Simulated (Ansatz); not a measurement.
## SiO₂: O-17 NMR of the central transition

Cell: an entry of the Crystallography Open Database (COD) whose atoms were relaxed with PBE, the cell held.

Space group P4_12_12 (No. 92); a = 4.9709, c = 6.9278 Å.

| site | Wyckoff | site symmetry | x | y | z |
| --- | --- | --- | --- | --- | --- |
| Si | 4a | ..2 | 0.3055 | 0.3055 | 0.0000 |
| O | 8b | 1 | 0.2365 | 0.1168 | 0.1852 |

One atom of each set is listed.

Level of theory: DFT, r2SCAN, plane waves and PAW (field gradients read without the response of the frozen cores, which leaves them typically 4 to 6 % off), scalar-relativistic, 500 eV cutoff, Γ-centred 5×5×4 k-points, Fermi–Dirac smearing 0.02 eV (Ansatz 0.2.0).

O-17 has I = 5/2 and Q = -25.58 mb (Pyykkö 2018); at 18.8 T its Larmor frequency is ν₀ = 108.6 MHz. Only the quadrupole interaction is simulated: positions count from each site's isotropic chemical shift, and J coupling is left out, as are shift anisotropy and dipolar coupling, which fast spinning averages.

Q: Simulate the second-order pattern (fast magic-angle spinning, Gaussian broadening 0.1 kHz) of site O (2 Si at 1.62–1.63 Å, angle 143°).

A: The calculation gives C_Q = -5.98 MHz and η = 0.19, so ν_Q = 0.897 MHz and the centre of gravity lies at -18.4 ppm (-2.00 kHz).

(offset (kHz), height): (-5.204, 0), (-5.075, 0), (-4.946, 5), (-4.817, 7), (-4.688, 7), (-4.558, 7), (-4.429, 7), (-4.300, 8), (-4.171, 8), (-4.042, 8), (-3.913, 8), (-3.784, 8), (-3.655, 9), (-3.525, 9), (-3.396, 22), (-3.267, 46), (-3.138, 54), (-3.009, 72), (-2.880, 95), (-2.751, 71), (-2.622, 61), (-2.492, 56), (-2.363, 53), (-2.234, 52), (-2.105, 51), (-1.976, 51), (-1.847, 52), (-1.718, 53), (-1.589, 55), (-1.459, 59), (-1.330, 64), (-1.201, 73), (-1.072, 97), (-0.943, 100), (-0.814, 75), (-0.685, 65), (-0.556, 57), (-0.426, 16), (-0.297, 0), (-0.168, 0)

At O V_zz runs parallel to the line that joins its two neighbours (within 1°).

The largest force is 0.3 eV/Å, so the atoms aren't at the calculated equilibrium and relaxing them would move these values.

The run took 20 s of wall time (19 s of CPU time) and 0.77 GiB at its peak, on 1 thread of Intel Xeon Platinum 8488C (Sapphire Rapids) (x86_64; 16 cores open to the job, memory cap 3.0 GiB, no GPU), a shared host with a load of 0.1 a core.
